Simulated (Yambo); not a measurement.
Yambo run on SrO (rock salt, space group Fm-3m, No. 225). The wavefunctions are LDA (Quantum ESPRESSO, PseudoDojo norm-conserving, 84 Ry, without SOC) ones on a 6×6×6 mesh (8 occupied bands); a = b = c = 3.579 Å, α = β = γ = 60.00°.

Yambo input:

```
rim_cut
gw0
dyson
el_el_corr
HF_and_locXC
ppa
em1d
RandQpts= 1000000
RandGvec= 1 Ry
FFTGvecs= 20 Ry
EXXRLvcs= 84 Ry
VXCRLvcs= 336 Ry
Chimod= "HARTREE"
% BndsRnXp
 1 | 77 |
%
NGsBlkXp= 10 Ry
% LongDrXp
 1.0 | 1.0 | 1.0 |
%
PPAPntXp= 27.2114 eV
% GbndRnge
 1 | 77 |
%
GTermKind= "BG"
DysSolver= "n"
ExtendOut
% QPkrange
 1 | 1 | 8 | 8 |
 13 | 13 | 8 | 9 |
%
```

k points by index: 1 = Γ, 13 = X.

Table of the .qp output:

```
#    K-point    Band    Eo [eV]    E [eV]    E-Eo [eV]    Vxc [eV]    Vnlxc [eV]    Sc|Eo [eV]    Sc|E [eV]    dSc/dw|Eo [eV]    Re(Z)    Im(Z)
#
    1    8    0.000000    -0.947649    -0.947649    -18.00377    -22.89532    3.704259    3.943908    -6.880510    0.798175    -0.001293
    13    8    -0.038026    -1.003948    -0.965922    -17.82786    -22.66158    3.627807    3.867796    -6.759966    0.801008    -0.001279
    13    9    3.131356    4.193436    1.062081    -9.914910    -4.884492    -3.792291    -3.968337    -4.510108    0.857821    -0.828920E-3
```
(The two width columns are left out.) Convergence of these settings isn't established.

Geometry relaxed with LDA.
